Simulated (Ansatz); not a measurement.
# YbAl₂H, a known structure type with other elements, at an estimated volume

```xyz
8
Lattice="3.9915 0.0000 0.0000 1.9957 -4.8849 0.0000 0.0000 0.0000 -6.7417" Properties=species:S:1:pos:R:3 pbc="T T T"
Yb    1.9957   -0.6262   -5.0563
Yb    3.9915   -4.2586   -1.6854
H     3.9915   -2.7902   -5.0563
H     1.9957   -2.0946   -1.6854
Al    1.9957   -3.4097   -6.3777
Al    3.9915   -1.4752   -3.0068
Al    3.9915   -1.4752   -0.3641
Al    1.9957   -3.4097   -3.7349
```

Single point in Ansatz 0.2.0 with PBE, with U_eff = 6.48 eV on Yb f (all-electron-ortho-atomic projectors), collinear spin. Cutoff 420 eV, PAW datasets, 5×5×3 Γ-centred k mesh, fermi-dirac filling (width 0.1 eV).

The state carries no moments; the state need not be the lowest.

**Charges.** Bader charges in e: Yb +0.93, Al -0.24, H -0.45. In the mean Yb gives up most and H takes most.
**Forces.** The largest is on Yb1 (and as large on other atoms): 0.83 eV/Å, components (0.00, 0.83, 0.00). It makes 0° with the line to a nearest neighbour, H3 at 2.72 Å, pointing towards it.
**Electronic structure.** It is a metal, with about 4.2 states/eV a cell as the mean within 0.25 eV of the Fermi level, mostly Al p (48 %) and Yb d (29 %).
**Stress.** The pressure is 4.7 GPa (compression positive), so with the atoms held at these fractions the cell would first expand; the forces are large, so a full relaxation may end otherwise. The principal stresses -2.5, 4.4, 12.4 GPa differ, so its shape would change too.

Origin: a known structure type with other elements, at an estimated volume, so it need not be a known compound. Caveats: the input typed no starting moments; the k mesh is coarse if the cell is a metal.
